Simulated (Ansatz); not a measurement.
Starting cell, Cu (fcc, Cu type):

```xyz
4
Lattice="3.6297 0.0000 0.0000 0.0000 3.6297 0.0000 0.0000 0.0000 3.6297" Properties=species:S:1:pos:R:3 pbc="T T T"
Cu     0.0000     0.0000     0.0000
Cu     1.8148     1.8148     0.0000
Cu     1.8148     0.0000     1.8148
Cu     0.0000     1.8148     1.8148
```

Two-dimensional scan of atom 4 (Cu, nearest neighbour Cu at 2.567 Å; its periodic images, 3.6 Å or more away, move with it): u runs along (1.000, 0.000, 0.000), v along (0.000, 1.000, 0.000) (Cartesian). Cell and other atoms are fixed.

Level of theory: PBE (plane waves to 420 eV, PAW, scalar-relativistic; Ansatz, a program for electronic structure). k mesh 10×10×10 (Γ-centred), Fermi-Dirac smearing 0.05 eV. The energy includes the smearing's −TS. With partly filled bands, energies and forces of such displacements shift with the k mesh and the smearing. Cu is run without spin polarisation. Cu was relaxed with its symmetry unable to fall. The zero of ΔE is the undisplaced structure. Axes are in Å.

Predict the ΔE (meV/cell) at all points of the grid u = -0.380, -0.190, 0.000, 0.190, 0.380 by v = -0.380, -0.190, 0.000, 0.190, 0.380.

ΔE (meV/cell), with u across and v down:

| v \ u | -0.380 | -0.190 | 0.000 | 0.190 | 0.380 |
|---|---|---|---|---|---|
| -0.380 | 1226 | 675 | 505 | 675 | 1226 |
| -0.190 | 675 | 255 | 122 | 255 | 675 |
| 0.000 | 505 | 122 | 0 | 122 | 505 |
| 0.190 | 675 | 255 | 122 | 255 | 675 |
| 0.380 | 1226 | 675 | 505 | 675 | 1226 |

(For displaced atoms, the force is minus the slope of the energy, and its curvature is a force constant, which sets phonon frequencies.)
